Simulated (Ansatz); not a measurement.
SrAs₄Rh₆ in space group P-6m2 (No. 187; Pearson symbol hP11) at seven volumes, r²SCAN (plane waves, PAW; program Ansatz), shape and atoms relaxed at each. One row is withheld.

```json
[
 {"V (Å³/atom)": "14.412", "P (GPa)": "21.37"},
 {"V (Å³/atom)": "14.887", "P (GPa)": "12.93"},
 {"V (Å³/atom)": "15.362", "P (GPa)": "?"},
 {"V (Å³/atom)": "15.837", "P (GPa)": "0.00"},
 {"V (Å³/atom)": "16.313", "P (GPa)": "-4.91"},
 {"V (Å³/atom)": "16.788", "P (GPa)": "-9.02"},
 {"V (Å³/atom)": "17.263", "P (GPa)": "-12.42"}
]
```

Task: Fit the shown pressures and predict the withheld one.

Result: Third-order Birch–Murnaghan: P = (3/2)B₀(x^(7/2) − x^(5/2))[1 + (3/4)(B′ − 4)(x − 1)] with x = (V₀/V)^(2/3). Least squares on the six rows gives V₀ = 15.837 Å³/atom, B₀ = 178.8 GPa, B′ = 5.01. At V = 15.362, x = 1.0205 and P = 5.88 GPa. The run itself gave 5.89 GPa.

The workflow started from an entry of the Crystallography Open Database (COD). Its standing as an ambient phase is unchecked. The cell was relaxed with r²SCAN under the symmetry of its start; whether a distortion lowers the energy is not shown. No spin polarisation was allowed.

Potentials: the later of the program's two PAW sets.
